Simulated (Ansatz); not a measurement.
Relaxed TiC (rock salt):

```yaml
crystal:
  lattice:
    - [0.00000, 2.14648, 2.14648]
    - [2.14648, 0.00000, 2.14648]
    - [2.14648, 2.14648, 0.00000]
  atoms:
    - { symbol: C, position: [0.00000, 0.00000, 0.00000] }
    - { symbol: Ti, position: [0.50000, 0.50000, 0.50000] }
```

Scan: atom 2 (Ti, nearest neighbour C at 2.146 Å; its periodic images, 3.0 Å or more away, move with it) is displaced towards the nearest neighbour, direction (-1.000, 0.000, 0.000) in Cartesian axes, by s. The other atoms stay.

Level of theory: PBEsol (plane waves to 420 eV, PAW, scalar-relativistic; Ansatz, an electronic-structure program). k mesh 15×15×15 (Γ-centred), Fermi-Dirac smearing 0.05 eV. The energy includes the smearing's −TS. Left out: 2 of 11 points, with atoms too close for the PAW data. With partly filled bands, energies and forces of such displacements shift with the k mesh and the smearing. The PAW data are Ansatz's earlier set. TiC is run without spin polarisation. TiC was relaxed with its symmetry unable to fall. ΔE is measured from the undisplaced structure. The last digit holds for this mesh only.

```json
[
 {"s (Å)": "-0.344", "ΔE (meV/cell)": "688.7"},
 {"s (Å)": "-0.258", "ΔE (meV/cell)": "357.1"},
 {"s (Å)": "-0.172", "ΔE (meV/cell)": "149.9"},
 {"s (Å)": "-0.086", "ΔE (meV/cell)": "withheld"},
 {"s (Å)": "0.000", "ΔE (meV/cell)": "0.0"},
 {"s (Å)": "0.086", "ΔE (meV/cell)": "withheld"},
 {"s (Å)": "0.172", "ΔE (meV/cell)": "149.9"},
 {"s (Å)": "0.258", "ΔE (meV/cell)": "357.1"},
 {"s (Å)": "0.344", "ΔE (meV/cell)": "688.7"}
]
```

**Question.** Fit an even polynomial form (powers 2, 4, 6) to the given rows and predict ΔE at s = 0.086.

**Answer.** Least squares on the 7 given rows: ΔE = (4845)·s² + (7256)·s⁴ + (8301)·s⁶, in meV/cell with s in Å; root-mean-square residual 0.00 meV/cell. At 0.086 the fit gives 36.2 meV/cell; the calculation gives 37.5 meV/cell, so the interpolation is off by -1.3 (-3.5 %). The quadratic term alone would give 35.8 meV/cell.

(A displaced cell: forces are minus the slopes of the energy, force constants its curvatures, and phonons follow from these.)
